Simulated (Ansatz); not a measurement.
Ag:
Space group P6₃/mmc (No. 194); a = 2.814 Å, b = 2.814 Å, c = 4.673 Å, α = 90.00°, β = 90.00°, γ = 120.00°

| atom | site | symmetry | x | y | z |
|---|---|---|---|---|---|
| Ag | 2c | -6m2 | 0.3333 | 0.6667 | 0.2500 |

Relaxed with LDA.

Problem. Which orbitals make up the states near the Fermi level in the program Ansatz at the LDA level (PAW)?

Solution. Within 0.5 eV of the Fermi level: Ag 5s 52 %, Ag 4d 18 %, outside the projected shells 29 %. Projections are on Löwdin-orthogonalised atomic valence shells; empty p or d shells of many metals are not among them.

Problem. Tabulate the density of states.

Solution. States/eV per cell of 2 atoms, in 0.25 eV bins, energy from the Fermi level.

| E (eV) | total | Ag 4d | Ag 5s | Ag 4p |
|---|---|---|---|---|
| -7.85 | 0.14 | 0.00 | 0.13 | 0.00 |
| -7.60 | 0.18 | 0.00 | 0.17 | 0.00 |
| -7.35 | 0.23 | 0.01 | 0.21 | 0.00 |
| -7.10 | 0.31 | 0.03 | 0.27 | 0.00 |
| -6.85 | 1.07 | 0.65 | 0.41 | 0.00 |
| -6.60 | 3.94 | 3.12 | 0.79 | 0.01 |
| -6.35 | 5.35 | 4.58 | 0.73 | 0.01 |
| -6.10 | 4.62 | 4.15 | 0.44 | 0.01 |
| -5.85 | 5.20 | 4.87 | 0.29 | 0.01 |
| -5.60 | 4.41 | 4.17 | 0.19 | 0.01 |
| -5.35 | 4.51 | 4.28 | 0.18 | 0.01 |
| -5.10 | 5.09 | 4.87 | 0.18 | 0.01 |
| -4.85 | 6.02 | 5.78 | 0.19 | 0.01 |
| -4.60 | 6.09 | 5.82 | 0.21 | 0.01 |
| -4.35 | 6.08 | 5.82 | 0.20 | 0.01 |
| -4.10 | 4.36 | 4.15 | 0.15 | 0.00 |
| -3.85 | 4.32 | 4.14 | 0.13 | 0.00 |
| -3.60 | 4.05 | 3.91 | 0.10 | 0.00 |
| -3.35 | 5.17 | 5.05 | 0.09 | 0.00 |
| -3.10 | 7.46 | 7.34 | 0.11 | 0.00 |
| -2.85 | 4.20 | 4.05 | 0.14 | 0.00 |
| -2.60 | 0.47 | 0.30 | 0.16 | 0.00 |
| -2.35 | 0.45 | 0.26 | 0.18 | 0.00 |
| -2.10 | 0.44 | 0.22 | 0.20 | 0.00 |
| -1.85 | 0.44 | 0.20 | 0.22 | 0.00 |
| -1.60 | 0.45 | 0.18 | 0.24 | 0.00 |
| -1.35 | 0.45 | 0.16 | 0.25 | 0.00 |
| -1.10 | 0.46 | 0.15 | 0.26 | 0.00 |
| -0.85 | 0.48 | 0.13 | 0.27 | 0.00 |
| -0.60 | 0.49 | 0.12 | 0.28 | 0.00 |
| -0.35 | 0.52 | 0.11 | 0.29 | 0.00 |
| -0.10 | 0.57 | 0.11 | 0.30 | 0.00 |
| 0.15 | 0.56 | 0.09 | 0.28 | 0.00 |
| 0.40 | 0.52 | 0.08 | 0.25 | 0.00 |
| 0.65 | 0.50 | 0.07 | 0.24 | 0.00 |
| 0.90 | 0.50 | 0.06 | 0.23 | 0.00 |
| 1.15 | 0.48 | 0.06 | 0.21 | 0.00 |
| 1.40 | 0.48 | 0.05 | 0.20 | 0.00 |
| 1.65 | 0.50 | 0.05 | 0.20 | 0.00 |
| 1.90 | 0.53 | 0.05 | 0.22 | 0.00 |
| 2.15 | 0.50 | 0.04 | 0.19 | 0.00 |
| 2.40 | 0.50 | 0.04 | 0.18 | 0.00 |
| 2.65 | 0.45 | 0.03 | 0.16 | 0.00 |
| 2.90 | 0.43 | 0.03 | 0.14 | 0.00 |
| 3.15 | 0.40 | 0.02 | 0.12 | 0.00 |
| 3.40 | 0.36 | 0.02 | 0.10 | 0.00 |
| 3.65 | 0.36 | 0.02 | 0.11 | 0.00 |
| 3.90 | 0.41 | 0.02 | 0.15 | 0.00 |
| 4.15 | 0.33 | 0.02 | 0.13 | 0.00 |
| 4.40 | 0.28 | 0.01 | 0.11 | 0.00 |
| 4.65 | 0.24 | 0.01 | 0.09 | 0.00 |

Space group P6_3/mmc (hcp (Mg type)). The first step of the workflow began from a Materials Project structure, measured or hypothetical; the Crystallography Open Database files this formula in space group No. 194, but the cells were not matched. It is not the phase usual at ambient conditions (space group No. 225). Symmetry was held in the LDA relaxation; whether a distortion lowers the energy is not shown. No spin polarisation was allowed. Axis ratios of metals converge slowly with the k-mesh, so a and c are less sure than the volume. Spin–orbit coupling is left out wherever it is not named.

Potentials: the later of the program's two PAW sets.
